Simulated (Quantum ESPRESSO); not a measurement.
pw.x input (Quantum ESPRESSO 7.5; PBE, PseudoDojo stringent norm-conserving files, scalar-relativistic):

```
&CONTROL
  calculation = 'scf'
  pseudo_dir = './pseudo'
  outdir = './out'
  tprnfor = .true.
  tstress = .true.
/
&SYSTEM
  ibrav = 0
  nat = 5
  ntyp = 3
  ecutwfc = 102.0
  ecutrho = 408.0
  occupations = 'smearing'
  smearing = 'fd'
  degauss = 0.002
  nbnd = 30
/
&ELECTRONS
  conv_thr = 5e-10
/
ATOMIC_SPECIES
O 15.9990 O.upf
Sn 118.7100 Sn.upf
Ba 137.3270 Ba.upf
CELL_PARAMETERS angstrom
  4.119820550000   0.000000000000   0.000000000000
  0.000000000000   4.119820550000   0.000000000000
  0.000000000000   0.000000000000   4.119820550000
ATOMIC_POSITIONS crystal
O   0.000000000000   0.500000000000   0.000000000000
O   0.500000000000   0.000000000000   0.000000000000
O   0.000000000000   0.000000000000   0.500000000000
Sn   0.000000000000   0.000000000000   0.000000000000
Ba   0.500000000000   0.500000000000   0.500000000000
K_POINTS automatic
6 6 6 0 0 0
```

End of the output:

```
     total energy              =    -598.94120318 Ry
     estimated scf accuracy    <       0.00000015 Ry
     total energy              =    -598.94120320 Ry
     estimated scf accuracy    <          2.1E-09 Ry
     total energy              =    -598.94120321 Ry
     estimated scf accuracy    <          1.1E-09 Ry
[...]
     the Fermi energy is    11.6558 ev
!    total energy              =    -598.94120321 Ry
     estimated scf accuracy    <          1.9E-10 Ry
     smearing contrib. (-TS)   =      -0.00000000 Ry
     internal energy E=F+TS    =    -598.94120321 Ry
     The total energy is F=E-TS. E is the sum of the following terms:
     one-electron contribution =    -352.52958219 Ry
     hartree contribution      =     196.97355150 Ry
     xc contribution           =     -93.01189525 Ry
     ewald contribution        =    -350.37327726 Ry
     convergence has been achieved in  11 iterations
     Forces acting on atoms (cartesian axes, Ry/au):
     atom    1 type  1   force =     0.00000000    0.00000000    0.00000000
     atom    2 type  1   force =     0.00000000    0.00000000    0.00000000
     atom    3 type  1   force =     0.00000000    0.00000000    0.00000000
     atom    4 type  2   force =     0.00000000    0.00000000    0.00000000
     atom    5 type  3   force =     0.00000000    0.00000000    0.00000000
     Total force =     0.000000     Total SCF correction =     0.000000
     Computing stress (Cartesian axis) and pressure
          total   stress  (Ry/bohr**3)                   (kbar)     P=       59.23
   0.00040265   0.00000000   0.00000000           59.23        0.00        0.00
   0.00000000   0.00040265   0.00000000            0.00       59.23        0.00
   0.00000000   0.00000000   0.00040265            0.00        0.00       59.23
```
In a gapped system the printed Fermi energy is only some level inside the gap.

Spin-orbit coupling is not included.

Geometry relaxed with PBEsol.
